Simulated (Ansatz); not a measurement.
The relaxed structure here is a generated cell of MgF2: the first start was made by a random draw of sites in a space group, and the end was not matched to a known phase here, so it may be hypothetical. Known forms of MgF2 include space group No. 136.

A relaxed cell of MgF2 (P6/mmm (No. 191)), relaxed on a k-mesh at least as fine as the one used below. These are PBE (plane waves to 420 eV, PAW, scalar-relativistic; Ansatz, a first-principles code) values and carry that method's errors. Γ-centred k-mesh 4×4×7 on the run's cell (coarser than for final values), Fermi–Dirac smearing 0.05 eV.

```xyz
9
Lattice="6.5158 0.0000 0.0000 -3.2579 5.6429 0.0000 0.0000 0.0000 3.1184" Properties=species:S:1:pos:R:3 pbc="T T T"
F      2.1684     0.0000     0.0000
F     -1.0842     1.8779     0.0000
F      2.1737     3.7650     0.0000
F      4.3474     0.0000     0.0000
F     -2.1737     3.7650     0.0000
F      1.0842     1.8779     0.0000
Mg     0.0000     0.0000     1.5592
Mg     0.0000     3.7619     0.0000
Mg     3.2579     1.8810     0.0000
```

The atoms are displaced by (Å):

```csv
atom,ux,uy,uz
F1,-0.024,-0.010,-0.110
F2,0.033,0.033,-0.035
F3,-0.025,0.083,-0.031
F4,0.021,-0.144,0.001
F5,0.086,0.117,0.147
F6,-0.029,0.093,-0.043
Mg7,-0.052,0.016,-0.080
Mg8,0.046,-0.052,-0.111
Mg9,0.065,-0.054,-0.086
```

Question: What forces (eV/Å) and pressure result?

Answer: 
```tsv
atom	Fx	Fy	Fz
F1	0.79	2.15	-0.80
F2	-1.48	-0.92	-0.28
F3	2.41	-2.01	-0.30
F4	-1.05	3.20	0.26
F5	-1.12	-1.72	0.91
F6	0.84	-0.64	0.04
Mg7	0.18	-0.51	-0.20
Mg8	-0.23	0.39	0.20
Mg9	-0.34	0.06	0.18
```

Pressure +1.4 GPa.

Question: Estimate the energy cost of the displacement in the harmonic approximation and compare with the calculation.

Answer: For a harmonic well ΔE = −½ Σ F·u = 0.534 eV a cell, or 59 meV/atom. The calculated energy relative to the undisplaced cell is +0.057 eV/atom, so the harmonic estimate holds well.

The undisplaced cell is probably no minimum: from this displacement the run went on to P-31m (No. 162), 1.155 eV/atom below it.

No spin polarisation in the result.
